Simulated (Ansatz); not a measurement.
Ansatz (a quantum-chemistry and plane-wave program) input:

Ansatz 0.2 input:
```yaml
crystal:
  lattice:
    - [4.2626851815, 0.0, 0.0]
    - [-2.1313425907, 3.6915936555, 0.0]
    - [0.0, 0.0, 5.1383154798]
  atoms:
    - { symbol: Sr, position: [0.3333333333, 0.6666666667, 0.75] }
    - { symbol: Sr, position: [0.6666666667, 0.3333333333, 0.25] }
    - { symbol: O, position: [0.3333333333, 0.6666666667, 0.25] }
    - { symbol: O, position: [0.6666666667, 0.3333333333, 0.75] }
kpoints:
  mp_grid: { grid: [6, 6, 4] }
hamiltonian:
  xc: hse06
  pseudopotentials: { kind: paw }
magnetization: { noncollinear: true, spin_orbit: true }
scf:
  n_extra_bands: 12
  occupations: { method: gaussian, width: 0.02 }
output:
  eigenvalues: true
  eigenstates:
    e_range: [-9.0, 14.0]
    kpoints:
      - [0.0, 0.0, 0.0]  # VBM
      - [0.0, 0.0, 0.0]  # CBM
      - [0.0, 0.0, 0.0]  # GAMMA
      - [0.0, 0.0, 0.5]  # A
      - [0.3333333333, 0.3333333333, 0.0]  # K
      - [0.3333333333, 0.3333333333, 0.5]  # H
      - [0.5, 0.0, 0.0]  # M
      - [0.5, 0.0, 0.5]  # L
```

Output (shortened):

```
Pseudopotential: Sr, paw_fr, valence charge 10
Pseudopotential: O, paw_fr, valence charge 6
Functional definition: HSE06
non-collinear run that drives no moment, with spin-orbit …
Crystal: 4 atoms, lattice volume = 80.857 Å³
Basis set: ecut = 420 eV, 1571 PW (Γ)
Bands: 44, of which v1, the nominal top of the filled ones, is band 32 counted from 1 (31 counted from 0)
Symmetry: 24 space group operations + 24 with time reversal
k-points: 21 of 144
Projection manifold: j_resolved (fully-relativistic pseudo-atomic orbitals)
SCF iter   1: F=—  HF=-8231.161835 eV  |F-HF|=—  |Δ(HF+E_count)|=         —  Δρ=6.70e-2  dr2=3.54e0  dr2_m=0.00e0 (ungated)  ethr=1.00e-1  |M|=0.00e0 ∫|m|=0.00e0 μB  |m|>n=0.0e0 m-floor=0.0e0 τ_xc=0.0e0  β_m=0.30  ⟨swp⟩=7.1  Hψ=3705  notcnv=0
preconditioner: auto → none
SCF iter   2: F=—  HF=-8230.403570 eV  |F-HF|=—  |Δ(HF+E_count)|=   7.58e-1  Δρ=2.54e-2  dr2=9.68e-1  dr2_m=0.00e0 (ungated)  ethr=1.11e-2  |M|=0.00e0 ∫|m|=0.00e0 μB  |m|>n=0.0e0 m-floor=0.0e0 τ_xc=0.0e0  β_m=0.36  ⟨swp⟩=5.0  Hψ=2411  notcnv=0  defer=11
SCF iter   3: F=—  HF=-8230.250265 eV  |F-HF|=—  |Δ(HF+E_count)|=   1.53e-1  Δρ=1.70e-2  dr2=2.63e-1  dr2_m=0.00e0 (ungated)  ethr=3.03e-3  |M|=0.00e0 ∫|m|=0.00e0 μB  |m|>n=0.0e0 m-floor=0.0e0 τ_xc=0.0e0  β_m=0.50  ⟨swp⟩=3.5  Hψ=2068  notcnv=0  defer=11
iter 4 solved again at ethr=3.05e-5 eV; its pass at ethr=8.23e-4 eV (dr2=9.77e-3 eV) is discarded
SCF iter   4: F=—  HF=-8230.265996 eV  |F-HF|=—  |Δ(HF+E_count)|=   1.57e-2  Δρ=4.29e-3  dr2=1.13e-2  dr2_m=0.00e0 (ungated)  ethr=3.05e-5  |M|=0.00e0 ∫|m|=0.00e0 μB  |m|>n=0.0e0 m-floor=0.0e0 τ_xc=0.0e0  β_m=0.68  ⟨swp⟩=6.0  Hψ=5143  notcnv=0  defer=36
SCF iter   5: F=-8230.271821 eV  HF=-8230.271818 eV  |F-HF|=3.36e-6  |Δ(HF+E_count)|=   5.82e-3  Δρ=4.38e-4  dr2=7.31e-5  dr2_m=0.00e0 (ungated)  ethr=3.05e-5  |M|=0.00e0 ∫|m|=0.00e0 μB  |m|>n=0.0e0 m-floor=0.0e0 τ_xc=0.0e0  ⟨swp⟩=5.1  Hψ=2582  notcnv=0  defer=24
SCF 1 stopped early in 5 iterations: F = -8230.271821 eV  dr2 = 7.31e-5
Crystal: 4 atoms, lattice volume = 80.857 Å³
Projection manifold: j_resolved (fully-relativistic pseudo-atomic orbitals)
Exchange kernel: α = 0.2500, screened, ω = 0.2079 Å⁻¹, Wigner–Seitz truncation, v(0) = 1046.4822 eV·Å³, q-mesh 6×6×4, nearest image of the exchange supercell L …
Frozen-core exchange: fock
SCF iter   1: F=—  HF=-8231.974320 eV  |F-HF|=—  |Δ(HF+E_count)|=         —  Δρ=7.42e-3  dr2=8.07e-2  dr2_m=0.00e0 (ungated)  ethr=2.28e-6  |M|=0.00e0 ∫|m|=0.00e0 μB  |m|>n=0.0e0 m-floor=0.0e0 τ_xc=0.0e0  β_m=0.30  ⟨swp⟩=8.0  Hψ=4624  notcnv=0
preconditioner: auto → none
SCF iter   2: F=—  HF=-8231.953689 eV  |F-HF|=—  |Δ(HF+E_count)|=   2.06e-2  Δρ=3.79e-3  dr2=7.93e-3  dr2_m=0.00e0 (ungated)  ethr=2.28e-6  |M|=0.00e0 ∫|m|=0.00e0 μB  |m|>n=0.0e0 m-floor=0.0e0 τ_xc=0.0e0  β_m=0.65  ⟨swp⟩=5.0  Hψ=3704  notcnv=0
SCF iter   3: F=—  HF=-8231.962898 eV  |F-HF|=—  |Δ(HF+E_count)|=   9.21e-3  Δρ=2.56e-3  dr2=3.16e-3  dr2_m=0.00e0 (ungated)  ethr=2.28e-6  |M|=0.00e0 ∫|m|=0.00e0 μB  |m|>n=0.0e0 m-floor=0.0e0 τ_xc=0.0e0  β_m=0.65  ⟨swp⟩=4.3  Hψ=3103  notcnv=0
SCF iter   4: F=—  HF=-8231.962135 eV  |F-HF|=—  |Δ(HF+E_count)|=   7.63e-4  Δρ=6.35e-4  dr2=2.05e-4  dr2_m=0.00e0 (ungated)  ethr=2.28e-6  |M|=0.00e0 ∫|m|=0.00e0 μB  |m|>n=0.0e0 m-floor=0.0e0 τ_xc=0.0e0  β_m=0.61  ⟨swp⟩=4.0  Hψ=2725  notcnv=0
SCF iter   5: F=-8231.962143 eV  HF=-8231.962141 eV  |F-HF|=1.72e-6  |Δ(HF+E_count)|=   5.79e-6  Δρ=7.04e-5  dr2=7.33e-6  dr2_m=0.00e0 (ungated)  ethr=6.29e-7  |M|=0.00e0 ∫|m|=0.00e0 μB  |m|>n=0.0e0 m-floor=0.0e0 τ_xc=0.0e0  ⟨swp⟩=3.0  Hψ=1801  notcnv=0
SCF 2 stopped early in 5 iterations: F = -8231.962143 eV  dr2 = 7.33e-6
hybrid outer 1: dexx = +1.192e-2 eV, tail = 3.08e-5 eV
Crystal: 4 atoms, lattice volume = 80.857 Å³
Projection manifold: j_resolved (fully-relativistic pseudo-atomic orbitals)
Exchange kernel: α = 0.2500, screened, ω = 0.2079 Å⁻¹, Wigner–Seitz truncation, v(0) = 1046.4822 eV·Å³, q-mesh 6×6×4, nearest image of the exchange supercell L …
Frozen-core exchange: fock
SCF iter   1: F=—  HF=-8231.962222 eV  |F-HF|=—  |Δ(HF+E_count)|=         —  Δρ=1.67e-4  dr2=1.71e-5  dr2_m=0.00e0 (ungated)  ethr=4.81e-7  |M|=0.00e0 ∫|m|=0.00e0 μB  |m|>n=0.0e0 m-floor=0.0e0 τ_xc=0.0e0  β_m=0.30  ⟨swp⟩=6.0  Hψ=2607  notcnv=0
preconditioner: auto → none
iter 2 solved again at ethr=1.71e-9 eV; its pass at ethr=5.32e-8 eV (dr2=5.47e-7 eV) is discarded
SCF iter   2: F=—  HF=-8231.962218 eV  |F-HF|=—  |Δ(HF+E_count)|=   4.21e-6  Δρ=3.43e-5  dr2=6.39e-7  dr2_m=0.00e0 (ungated)  ethr=1.71e-9  |M|=0.00e0 ∫|m|=0.00e0 μB  |m|>n=0.0e0 m-floor=0.0e0 τ_xc=0.0e0  β_m=0.65  ⟨swp⟩=3.0  Hψ=3649  notcnv=0
SCF iter   3: F=—  HF=-8231.962218 eV  |F-HF|=—  |Δ(HF+E_count)|=   1.05e-7  Δρ=3.26e-5  dr2=9.67e-7  dr2_m=0.00e0 (ungated)  ethr=1.71e-9  |M|=0.00e0 ∫|m|=0.00e0 μB  |m|>n=0.0e0 m-floor=0.0e0 τ_xc=0.0e0  β_m=0.73  ⟨swp⟩=4.0  Hψ=2233  notcnv=0
SCF iter   4: F=—  HF=-8231.962218 eV  |F-HF|=—  |Δ(HF+E_count)|=   2.02e-7  Δρ=1.22e-5  dr2=1.68e-7  dr2_m=0.00e0 (ungated)  ethr=1.71e-9  |M|=0.00e0 ∫|m|=0.00e0 μB  |m|>n=0.0e0 m-floor=0.0e0 τ_xc=0.0e0  β_m=0.86  ⟨swp⟩=3.0  Hψ=1822  notcnv=0
SCF iter   5: F=-8231.962218 eV  HF=-8231.962218 eV  |F-HF|=1.79e-9  |Δ(HF+E_count)|=   2.93e-8  Δρ=1.66e-6  dr2=4.45e-8  dr2_m=0.00e0 (ungated)  ethr=3.90e-10  |M|=0.00e0 ∫|m|=0.00e0 μB  |m|>n=0.0e0 m-floor=0.0e0 τ_xc=0.0e0  ⟨swp⟩=3.2  Hψ=1929  notcnv=0
SCF 3 converged in 5 iterations: F = -8231.962218 eV  dr2 = 4.45e-8
hybrid outer 2: dexx = +6.965e-7 eV, tail = 9.60e-8 eV, Δε = 2.94e-3 eV (about 2.06e-4 eV left of the loop's levels)
NSCF: frozen V_eff on 8 k-points
hybrid SCF converged: 2 outer / 10 inner (+5 warm-up), last move |dexx| = 6.97e-7 eV, tail = 9.60e-8 eV
Stability not checked (fock_operator)
Magnetization: |M| = 0.0000 μB,  M = (+0.0000, +0.0000, +0.0000) μB
Absolute magnetization: 0.0000 μB (∫|m|)
  site 0: m = (+0.0000, +0.0000, +0.0000) μB, |m| = 0.0000 μB  (R = 1.02 Å)
  site 1: m = (+0.0000, +0.0000, +0.0000) μB, |m| = 0.0000 μB  (R = 1.02 Å)
  site 2: m = (+0.0000, +0.0000, +0.0000) μB, |m| = 0.0000 μB  (R = 1.02 Å)
  site 3: m = (+0.0000, +0.0000, +0.0000) μB, |m| = 0.0000 μB  (R = 1.02 Å)
Free energy (F): -8231.962219 eV
Frozen-core exchange: fock
Harris-Foulkes:  -8231.962219 eV  (|F-HF|=1.79e-9)
Internal energy: -8231.962219 eV  (E = F + TS)
E sigma→0 (E₀):  -8231.962219 eV
Fermi energy:    7.043150 eV
--- Per-component energies (eV) ---
  E_band       = -230.368445
  E_kinetic    = 847.630305
  E_local      = -2091.441261  (includes V_loc(G=0)·N_el)
  E_nonlocal   = 496.997534
  E_hartree    = 622.172185
  E_xc         = -398.405498
  E_vxc        = -412.318894  (∫ρ·V_xc dr)
  E_exx        = -85.825166  (= α·E_x^exact, valence–valence)
  E_paw        = -5722.029665  (= ΣΔE_a)
  E_vpaw       = -143.934703  (= ΣTr[D̂ρ^β])
  E_aug_tail   = 0.004785  (compensation charges beyond the density's cutoff)
  E_ewald      = -1900.276226
  E_core_change = -0.789211  (= ΣΔE_core)
  E_smearing   =  0.000000  (= −TS)
  E_closure    =  0.000000  (closes the sum)
  Σ components = -8231.962219   (vs F -8231.962219, Δ=0.00e0)
  [band-id]    e_kinetic+e_local+e_nonlocal+2·e_hartree+e_vxc+2·e_exx+e_vpaw+e_augmentation_tail = -230.368196   (vs E_band -230.368445, Δ=2.49e-4)
--- Band table (eV; the first three rows and the last of 21) ---
  k-point 0: bands = ["-29.1496", "-29.1496", "-28.9630", "-28.9630", "-11.4496", "-11.4496", "-11.4414", "-11.4414", "-10.9970", "-10.9970", "-10.4739", "-10.4739", "-9.9641", "-9.9641", "-9.6916", "-9.6916", "-9.3476", "-9.3476", "-9.2030", "-9.2030", …
  k-point 1: bands = ["-29.1219", "-29.1219", "-28.9898", "-28.9898", "-11.8794", "-11.8794", "-11.7608", "-11.7608", "-10.6422", "-10.6422", "-10.3967", "-10.3967", "-9.6405", "-9.6405", "-9.5765", "-9.5765", "-9.3971", "-9.3971", "-9.0084", "-9.0084", …
  k-point 2: bands = ["-29.0554", "-29.0554", "-29.0554", "-29.0554", "-12.0510", "-12.0510", "-12.0510", "-12.0510", "-10.4462", "-10.4462", "-10.4462", "-10.4462", "-9.5180", "-9.5180", "-9.5180", "-9.5180", "-8.9964", "-8.9964", "-8.9964", "-8.9964", …
  k-point 20: bands = ["-29.0304", "-29.0304", "-29.0304", "-29.0304", "-12.8404", "-12.8404", "-12.6926", "-12.6926", "-10.6634", "-10.6634", "-9.8952", "-9.8952", "-9.7275", "-9.7275", "-9.2942", "-9.2942", "-8.5337", "-8.5337", "-8.2996", "-8.2996", …
```

Cost: very roughly 7 core-minutes on shared cores.

The points marked VBM and CBM come from a semilocal run.

Space group P6_3/mmc. The workflow started from a Materials Project entry (that database holds measured and hypothetical structures alike); the Crystallography Open Database copy checked does not list it. It is not the phase usual at ambient conditions (space group No. 225). Symmetry was held in the HSE06 relaxation; its stability against distortions is not shown here.

Potentials: the later of the program's two PAW sets.

Ansatz is a plane-wave DFT program.
